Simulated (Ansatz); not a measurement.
Space group Pm-3m (No. 221). a = 5.609 Å, b = 5.609 Å, c = 5.609 Å, α = 90.00°, β = 90.00°, γ = 90.00°
```json
{"atom": "Fe", "site": "8g", "symmetry": ".3m", "x": "0.7500", "y": "0.7500", "z": "0.7500"}
{"atom": "Fe", "site": "1a", "symmetry": "m-3m", "x": "0.0000", "y": "0.0000", "z": "0.0000"}
{"atom": "Co", "site": "3c", "symmetry": "4/mm.m", "x": "0.0000", "y": "0.5000", "z": "0.5000"}
{"atom": "Co", "site": "3d", "symmetry": "4/mm.m", "x": "0.5000", "y": "0.0000", "z": "0.0000"}
{"atom": "Co", "site": "1b", "symmetry": "m-3m", "x": "0.5000", "y": "0.5000", "z": "0.5000"}
```

Equation of state of this Fe9Co7 structure (not necessarily the ground state), with shape and atoms relaxed at each volume where symmetry leaves them free. It has no gap at any of these volumes. Computed with Ansatz 0.2.0, DFT PBEsol, scalar-relativistic, plane waves, PAW.

Cutoff 420 eV; k points 6×6×6 on the computed 16-atom cell (Γ-centred); Gaussian smearing, width 0.10 eV; collinear spin.

```
V (Å³/atom) E − E(largest V) (meV/atom) P (GPa)
      9.708                        70.04    36.32
     10.039                         6.88    24.88
     10.370                       -34.44    15.18
     10.701                       -57.17     6.99
     11.032                       -64.44    -0.04
     11.363                       -57.92    -6.22
     11.694                       -39.49   -11.43
     12.135                         0.00   -17.11
```

**Question.** Fit a third-order Birch–Murnaghan equation to E(V).

**Answer.** V0 = 11.03 Å³/atom, B0 = 219 GPa, B0' = 4.1.

Only parallel moments were tried here.

Cost: 8 runs of about 26 core-minutes in all, on Intel Xeon 6975P-C (Granite Rapids) (shared hosts).